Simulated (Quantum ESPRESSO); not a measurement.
## Si3AlC3N (finding a planted mistake in a log)

Computed values, not a measurement. The program is pw.x of Quantum ESPRESSO 7.5 (plane-wave density functional theory). The cell is made up: 8 atoms on a wurtzite lattice, with randomly drawn elements, strain and displacements, not relaxed. PseudoDojo standard norm-conserving files (v0.5 for PBE, v0.4.1 for LDA and PBEsol) set the functional; there is no spin polarisation, spin-orbit coupling or dispersion term, and the masses in the input are unused placeholders.

Intended input:

```
&control calculation='scf', pseudo_dir='./dojo.nc.sr.pbe.v0_5.standard.upf', outdir='./o', disk_io='medium', tprnfor=.true., tstress=.true. /
&system ibrav=0, nat=8, ntyp=4, nbnd=22, ecutwfc=84.00895049, nosym=.true., tot_charge=0,
 occupations='smearing', smearing='fd', degauss=0.0018374661
/
&electrons conv_thr=7.350e-09, electron_maxstep=60, /
ATOMIC_SPECIES
Al 1.0 Al.upf
C 1.0 C.upf
N 1.0 N.upf
Si 1.0 Si.upf
CELL_PARAMETERS angstrom
3.0495 -0.0369 -0.0077
-0.0638 5.4728 -0.0178
-0.0126 -0.0168 5.1582
ATOMIC_POSITIONS angstrom
Si 0.0044 -0.0153 0.0404
Al 1.4772 2.6856 0.007
Si 1.4894 0.8605 2.5751
Si -0.0466 3.6373 2.5692
C 0.0115 0.0245 1.9307
C 1.5086 2.728 1.8853
N 1.521 0.8723 4.5079
C -0.0272 3.6377 4.5167
K_POINTS automatic
6 4 4 1 1 1
```

The log is shortened where brackets say so; the opening notice, blank lines, dates and the lines on written files are dropped, and the path of the files is cut. It prints rydbergs, bohrs and kilobars, and counts compression as positive stress. Where no state is partly filled, the Fermi energy that it prints is only some level between the filled and the empty states on the mesh, and need not lie in the true gap.

Log of the intended run:

```
     Program PWSCF v.7.5
     Parallel version (MPI & OpenMP), running on       1 processor cores
     Number of MPI processes:                 1
     Threads/MPI process:                     1
     [start-up lines left out]
     bravais-lattice index     =            0
     lattice parameter (alat)  =       5.7632  a.u.
     unit-cell volume          =     580.8505 (a.u.)^3
     number of atoms/cell      =            8
     number of atomic types    =            4
     number of electrons       =        32.00
     number of Kohn-Sham states=           22
     kinetic-energy cutoff     =      84.0090  Ry
     charge density cutoff     =     336.0358  Ry
     scf convergence threshold =      7.3E-09
     mixing beta               =       0.7000
     number of iterations used =            8  plain     mixing
     Exchange-correlation= PBE
                           (   1   4   3   4   0   0   0)
     [axes and pseudopotential details left out]
   Cartesian axes
     site n.     atom                  positions (alat units)
         1        Si     tau(   1) = (   0.0014427  -0.0050168   0.0132471  )
         2        Al     tau(   2) = (   0.4843703   0.8806017   0.0022953  )
         3        Si     tau(   3) = (   0.4883706   0.2821559   0.8443690  )
         4        Si     tau(   4) = (  -0.0152800   1.1926618   0.8424344  )
         5        C      tau(   5) = (   0.0037708   0.0080335   0.6330718  )
         6        C      tau(   6) = (   0.4946663   0.8945045   0.6181853  )
         7        N      tau(   7) = (   0.4987322   0.2860250   1.4781294  )
         8        C      tau(   8) = (  -0.0089188   1.1927930   1.4810149  )
     number of k points=    48  Fermi-Dirac smearing, width (Ry)=  0.0018
                       cart. coord. in units 2pi/alat
        k(    1) = (   0.0843851   0.0708821   0.0743420), wk =   0.0416667
        k(    2) = (   0.0847642   0.0713673   0.2221544), wk =   0.0416667
     [further k points left out]
     Dense  grid:    60385 G-vectors     FFT dimensions: (  36,  64,  60)
     Estimated max dynamical RAM per process >      70.80 MB
     Initial potential from superposition of free atoms
     starting charge      31.9956, renormalised to      32.0000
     Starting wfcs are   32 randomized atomic wfcs
     total cpu time spent up to now is        9.3 secs
     per-process dynamical memory:    56.6 Mb
     Self-consistent Calculation
     iteration #  1     ecut=    84.01 Ry     beta= 0.70
     Davidson diagonalization with overlap
     ethr =  1.00E-02,  avg # of iterations =  3.1
     total cpu time spent up to now is       29.4 secs
     total energy              =     -86.24320100 Ry
     estimated scf accuracy    <       2.05542176 Ry
     iteration #  2     ecut=    84.01 Ry     beta= 0.70
     Davidson diagonalization with overlap
     ethr =  6.42E-03,  avg # of iterations =  2.2
     total cpu time spent up to now is       43.7 secs
     total energy              =     -86.66310070 Ry
     estimated scf accuracy    <       1.63821582 Ry
     [iterations 3 to 10 left out]
     iteration # 11     ecut=    84.01 Ry     beta= 0.70
     Davidson diagonalization with overlap
     ethr =  2.05E-09,  avg # of iterations =  2.0
     total cpu time spent up to now is      187.5 secs
     total energy              =     -87.05837812 Ry
     estimated scf accuracy    <       0.00000005 Ry
     iteration # 12     ecut=    84.01 Ry     beta= 0.70
     Davidson diagonalization with overlap
     ethr =  1.45E-10,  avg # of iterations =  2.4
     total cpu time spent up to now is      200.3 secs
     End of self-consistent calculation
     [lines on levels left out]
     the Fermi energy is    10.4992 ev
!    total energy              =     -87.05837813 Ry
     estimated scf accuracy    <          3.4E-09 Ry
     smearing contrib. (-TS)   =      -0.00000000 Ry
     internal energy E=F+TS    =     -87.05837813 Ry
     The total energy is F=E-TS. E is the sum of the following terms:
     one-electron contribution =      13.95555528 Ry
     hartree contribution      =      12.98452804 Ry
     xc contribution           =     -30.92195878 Ry
     ewald contribution        =     -83.07650267 Ry
     convergence has been achieved in  12 iterations
     Forces acting on atoms (cartesian axes, Ry/au):
     atom    1 type  4   force =     0.00354476   -0.07792702   -0.05159591
     atom    2 type  1   force =     0.02021410    0.03995146   -0.04001251
     atom    3 type  4   force =     0.04271884    0.08839618   -0.00412556
     atom    4 type  4   force =     0.02067319   -0.02127199    0.02976447
     atom    5 type  2   force =    -0.03888688   -0.02096986    0.01476873
     atom    6 type  2   force =    -0.02367011   -0.05066025    0.12374109
     atom    7 type  3   force =    -0.00419201   -0.05690210   -0.01489541
     atom    8 type  2   force =    -0.02040190    0.09938359   -0.05764489
     Total force =     0.247945     Total SCF correction =     0.000089
     Computing stress (Cartesian axis) and pressure
          total   stress  (Ry/bohr**3)                   (kbar)     P=      -20.03
   0.00058117   0.00030305   0.00015156           85.49       44.58       22.30
   0.00030305  -0.00065551   0.00007703           44.58      -96.43       11.33
   0.00015156   0.00007703  -0.00033417           22.30       11.33      -49.16
     init_run     :      9.00s CPU      9.15s WALL (       1 calls)
     electrons    :    180.88s CPU    190.96s WALL (       1 calls)
     forces       :      2.07s CPU      2.10s WALL (       1 calls)
     stress       :      7.60s CPU      7.65s WALL (       1 calls)
     [timing details left out]
     PWSCF        :   3m19.77s CPU   3m30.18s WALL
     JOB DONE.
```

A second run was made from an input with one planted mistake. Its log:

```
     Program PWSCF v.7.5
     Parallel version (MPI & OpenMP), running on       1 processor cores
     Number of MPI processes:                 1
     Threads/MPI process:                     1
     [start-up lines left out]
     bravais-lattice index     =            0
     lattice parameter (alat)  =       5.7632  a.u.
     unit-cell volume          =     580.8505 (a.u.)^3
     number of atoms/cell      =            8
     number of atomic types    =            4
     number of electrons       =        31.00
     number of Kohn-Sham states=           22
     kinetic-energy cutoff     =      84.0090  Ry
     charge density cutoff     =     336.0358  Ry
     scf convergence threshold =      7.3E-09
     mixing beta               =       0.7000
     number of iterations used =            8  plain     mixing
     Exchange-correlation= PBE
                           (   1   4   3   4   0   0   0)
     [axes and pseudopotential details left out]
   Cartesian axes
     site n.     atom                  positions (alat units)
         1        Si     tau(   1) = (   0.0014427  -0.0050168   0.0132471  )
         2        Al     tau(   2) = (   0.4843703   0.8806017   0.0022953  )
         3        Si     tau(   3) = (   0.4883706   0.2821559   0.8443690  )
         4        Si     tau(   4) = (  -0.0152800   1.1926618   0.8424344  )
         5        C      tau(   5) = (   0.0037708   0.0080335   0.6330718  )
         6        C      tau(   6) = (   0.4946663   0.8945045   0.6181853  )
         7        N      tau(   7) = (   0.4987322   0.2860250   1.4781294  )
         8        C      tau(   8) = (  -0.0089188   1.1927930   1.4810149  )
     number of k points=    48  Fermi-Dirac smearing, width (Ry)=  0.0018
                       cart. coord. in units 2pi/alat
        k(    1) = (   0.0843851   0.0708821   0.0743420), wk =   0.0416667
        k(    2) = (   0.0847642   0.0713673   0.2221544), wk =   0.0416667
     [further k points left out]
     Dense  grid:    60385 G-vectors     FFT dimensions: (  36,  64,  60)
     Estimated max dynamical RAM per process >      70.80 MB
     Initial potential from superposition of free atoms
     starting charge      31.9956, renormalised to      31.0000
     Starting wfcs are   32 randomized atomic wfcs
     total cpu time spent up to now is        6.3 secs
     per-process dynamical memory:    56.5 Mb
     Self-consistent Calculation
     iteration #  1     ecut=    84.01 Ry     beta= 0.70
     Davidson diagonalization with overlap
     ethr =  1.00E-02,  avg # of iterations =  3.0
     total cpu time spent up to now is       25.2 secs
     total energy              =     -86.90599312 Ry
     estimated scf accuracy    <       2.08833722 Ry
     iteration #  2     ecut=    84.01 Ry     beta= 0.70
     Davidson diagonalization with overlap
     ethr =  6.74E-03,  avg # of iterations =  2.0
     total cpu time spent up to now is       38.6 secs
     total energy              =     -87.50177067 Ry
     estimated scf accuracy    <       1.08868346 Ry
     [iterations 3 to 11 left out]
     iteration # 12     ecut=    84.01 Ry     beta= 0.70
     Davidson diagonalization with overlap
     ethr =  2.87E-10,  avg # of iterations =  3.0
     total cpu time spent up to now is      189.5 secs
     total energy              =     -87.70623074 Ry
     estimated scf accuracy    <       0.00000002 Ry
     iteration # 13     ecut=    84.01 Ry     beta= 0.70
     Davidson diagonalization with overlap
     ethr =  7.68E-11,  avg # of iterations =  1.6
     total cpu time spent up to now is      199.6 secs
     End of self-consistent calculation
     [lines on levels left out]
     the Fermi energy is     8.1989 ev
!    total energy              =     -87.70623074 Ry
     estimated scf accuracy    <          3.3E-09 Ry
     smearing contrib. (-TS)   =      -0.00037270 Ry
     internal energy E=F+TS    =     -87.70585804 Ry
     The total energy is F=E-TS. E is the sum of the following terms:
     one-electron contribution =      12.65755771 Ry
     hartree contribution      =      12.72370684 Ry
     xc contribution           =     -30.01061992 Ry
     ewald contribution        =     -83.07650267 Ry
     convergence has been achieved in  13 iterations
     Forces acting on atoms (cartesian axes, Ry/au):
     atom    1 type  4   force =     0.00150078   -0.00996161   -0.03773923
     atom    2 type  1   force =     0.01478804   -0.04428042   -0.01172442
     atom    3 type  4   force =     0.04278260    0.05588459    0.01040101
     atom    4 type  4   force =     0.01778304    0.00806354    0.01097966
     atom    5 type  2   force =    -0.03873211   -0.02144439    0.01030293
     atom    6 type  2   force =    -0.02018015   -0.04067576    0.11697167
     atom    7 type  3   force =    -0.00309730   -0.06167359   -0.01792976
     atom    8 type  2   force =    -0.01484491    0.11408763   -0.08126187
     Total force =     0.226254     Total SCF correction =     0.000028
     Computing stress (Cartesian axis) and pressure
          total   stress  (Ry/bohr**3)                   (kbar)     P=     -246.91
  -0.00139194   0.00030273   0.00015144         -204.76       44.53       22.28
   0.00030273  -0.00187485   0.00006101           44.53     -275.80        8.97
   0.00015144   0.00006101  -0.00176861           22.28        8.97     -260.17
     init_run     :      6.04s CPU      6.17s WALL (       1 calls)
     electrons    :    172.40s CPU    193.38s WALL (       1 calls)
     forces       :      1.84s CPU      1.87s WALL (       1 calls)
     stress       :      7.25s CPU      7.30s WALL (       1 calls)
     [timing details left out]
     PWSCF        :   3m 7.70s CPU   3m29.22s WALL
     JOB DONE.
```

Question: what was wrong in the second input?

Answer: the cell has the wrong charge. The input lines that differ, file-writing options aside:

```
- &system ibrav=0, nat=8, ntyp=4, nbnd=22, ecutwfc=84.00895049, nosym=.true., tot_charge=0,
+ &system ibrav=0, nat=8, ntyp=4, nbnd=22, ecutwfc=84.00895049, nosym=.true., tot_charge=1,
```

|  | intended run | run with the mistake |
| --- | --- | --- |
| free energy (eV) | -1184.490 | -1193.304 |
| smearing term -TS (eV) | 0.0000 | -0.0051 |
| pressure (GPa) | -2.00 | -24.69 |
| largest force component (eV/Å) | 3.182 | 3.007 |
| largest change of a force component (eV/Å) |  | 2.166 |
| iterations | 12 | 13 |

For scale, a rerun of the intended cell at 1437 eV and a 8 x 6 x 6 mesh moved values by no more than 0.004 eV in energy, 0.09 GPa in stress and 0.005 eV/Å in force. The charged cell sits in a uniform background, so its energy and stress rest on the program's zero of potential.